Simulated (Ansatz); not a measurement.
Total density of states per atom from DFT-LDA in the program Ansatz with PAW potentials, in 0.25 eV bins, energy from the Fermi level:

```
E (eV) | states/eV/atom
    -7.85 |  0.00
    -7.60 |  0.03
    -7.35 | # 0.06
    -7.10 | # 0.08
    -6.85 | # 0.10
    -6.60 | ## 0.14
    -6.35 | ##### 0.41
    -6.10 | ############## 1.17
    -5.85 | ################### 1.59
    -5.60 | ######################## 1.94
    -5.35 | ############################## 2.46
    -5.10 | ################### 1.58
    -4.85 | ####################### 1.85
    -4.60 | ###################### 1.83
    -4.35 | ###################### 1.79
    -4.10 | ###################### 1.80
    -3.85 | ############################ 2.26
    -3.60 | ############################# 2.34
    -3.35 | ###################### 1.83
    -3.10 | ################ 1.32
    -2.85 | ################ 1.33
    -2.60 | ######################## 1.96
    -2.35 | ################## 1.50
    -2.10 | ################ 1.35
    -1.85 | ###################### 1.78
    -1.60 | ###################### 1.77
    -1.35 | ################## 1.49
    -1.10 | ################### 1.58
    -0.85 | ########################## 2.14
    -0.60 | ################# 1.36
    -0.35 | ######### 0.70
    -0.10 | ###### 0.50
     0.15 | ##### 0.38
     0.40 | #### 0.30
     0.65 | #### 0.29
     0.90 | ### 0.29
     1.15 | ### 0.28
     1.40 | ### 0.27
     1.65 | ### 0.27
     1.90 | ### 0.27
     2.15 | ### 0.27
     2.40 | ### 0.25
     2.65 | ### 0.25
     2.90 | ### 0.25
     3.15 | ### 0.25
     3.40 | ### 0.24
     3.65 | ### 0.24
     3.90 | ### 0.23
     4.15 | ### 0.21
     4.40 | ## 0.20
     4.65 | ## 0.20
```

Task: Pick the material that matches.
A) CdCl2, R-3m (Cd on 3a, Cl on 6c)
B) Ag, 9R (Sm type)
C) AgPd, R-3m (Ag on 3a, Pd on 3b)
D) TePb2S, R-3m (Te on 3b, Pb on 6c, S on 3a)

Result: C, AgPd, R-3m (Ag on 3a, Pd on 3b). Within 0.5 eV of the Fermi level: Pd 4d 70 %, Ag 5s 11 %, Ag 4d 7 %, outside the projected shells 12 %. Projections are on Löwdin-orthogonalised atomic valence shells; empty p or d shells of many metals are not among them.

The first step of the workflow began from a Materials Project structure, measured or hypothetical; the Crystallography Open Database copy checked does not list it. With Ag and Pd taken as one species the cell has the higher symmetry Fm-3m, so it may be an ordered model of a mixed-site phase. Its standing as an ambient phase is unchecked. The cell was relaxed with LDA under the symmetry of its start; its stability against distortions is not shown here. The run is not spin-polarised. Spin–orbit coupling is left out wherever it is not named.

Potentials: the later of the program's two PAW sets.
